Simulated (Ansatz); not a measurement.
CsI:
```
CsI
1.0
    4.66629     0.00000     0.00000
    0.00000     4.66629     0.00000
    0.00000     0.00000     4.66629
Cs I
1 1
Cartesian
  0.00000   0.00000   0.00000
  2.33315   2.33315   2.33315
```

Plane-wave PAW PBE (Ansatz code) gives a gap of 3.69 eV without spin–orbit coupling, maximum at M, minimum at Γ.

Q: What happens when spin–orbit coupling is switched on?

A: The gap shrinks by 0.23 eV, to 3.46 eV; maximum at Γ, minimum at Γ.

Q: Give the electron effective mass with spin–orbit coupling.

A: 0.29 mₑ (isotropic).

Q: Give the hole effective mass with spin–orbit coupling, band 1 of 2 at the edge.

A: 5.4 along [100], 2.1 along [110], 1.6 along [111] (mₑ).

Q: Give the hole effective mass with spin–orbit coupling, band 2 of 2 at the edge.

A: 0.47 along [100], 0.55 along [110], 0.59 along [111] (mₑ).

Space group Pm-3m (CsCl type). The cell was relaxed with PBE under the symmetry of its start.

Potentials: the later of the program's two PAW sets.
